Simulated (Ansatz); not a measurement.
One crystal and one scan (energy against volume) at two levels, PBE (plane waves to 420 eV, PAW, scalar-relativistic; Ansatz, a program for electronic structure) and r2SCAN (plane waves to 500 eV, PAW, scalar-relativistic; Ansatz), each from its own relaxed cell and on its own mesh. The cell shown is that of PBE.

Tl (hcp, Mg type)

```
CELL_PARAMETERS angstrom
      3.60750     0.00000     0.00000
     -1.80375     3.12418     0.00000
      0.00000     0.00000     5.57674
ATOMIC_POSITIONS crystal
  Tl 0.33333 0.66667 0.75000
  Tl 0.66667 0.33333 0.25000
```

E(V) scan at fixed shape, V₀ the volume above. Symmetry pins the atoms to their sites.

Energies are smeared free energies. Spin-orbit coupling is left out, though Tl is heavy. The PAW data are Ansatz's earlier set. Tl was relaxed with its symmetry unable to fall. With the shape held, the modulus is that of even scaling; a crystal free to change shape is softer. Percentages come from the unrounded values. Both scans cover V/V₀ from 0.840 to 1.160.

Results of PBE:

| Property | Value |
|---|---|
| Lattice constant a (Å) | 3.607 |
| Lattice constant c (Å) | 5.577 |
| Relaxed volume (Å³/atom) | 31.43 |
| Pressure at the smallest volume (GPa) | 7.5 |
| Energy cost of the largest compression (meV/atom) | 98 |
| Energy cost of the largest expansion (meV/atom) | 47 |
| Bulk modulus at fixed cell shape B₀ (third-order Birch-Murnaghan fit) (GPa) | 26.2 |
| Pressure for 5 % compression (fit) (GPa) | 1.5 |

Q: Estimate the r2SCAN values.

A: 
```json
[
 {"quantity": "Lattice constant a (Å)", "r2SCAN": "3.521", "PBE − r2SCAN": "+0.086 (+2.5 %)"},
 {"quantity": "Lattice constant c (Å)", "r2SCAN": "5.603", "PBE − r2SCAN": "-0.026 (-0.5 %)"},
 {"quantity": "Relaxed volume (Å³/atom)", "r2SCAN": "30.07", "PBE − r2SCAN": "+1.36 (+4.5 %)"},
 {"quantity": "Pressure at the smallest volume (GPa)", "r2SCAN": "8.9", "PBE − r2SCAN": "-1.4 (-16 %)"},
 {"quantity": "Energy cost of the largest compression (meV/atom)", "r2SCAN": "111", "PBE − r2SCAN": "-13 (-12 %)"},
 {"quantity": "Energy cost of the largest expansion (meV/atom)", "r2SCAN": "56", "PBE − r2SCAN": "-9 (-16 %)"},
 {"quantity": "Bulk modulus at fixed cell shape B₀ (third-order Birch-Murnaghan fit) (GPa)", "r2SCAN": "31.9", "PBE − r2SCAN": "-5.7 (-18 %)"},
 {"quantity": "Pressure for 5 % compression (fit) (GPa)", "r2SCAN": "1.9", "PBE − r2SCAN": "-0.4"}
]
```

PBE gives the higher value for: lattice constant a; relaxed volume. PBE gives the lower value for: lattice constant c; pressure at the smallest volume; energy cost of the largest compression; energy cost of the largest expansion; bulk modulus at fixed cell shape B₀; pressure for 5 % compression.

(Under strain, the slope of the energy per volume gives the stress and its curvature an elastic modulus.)
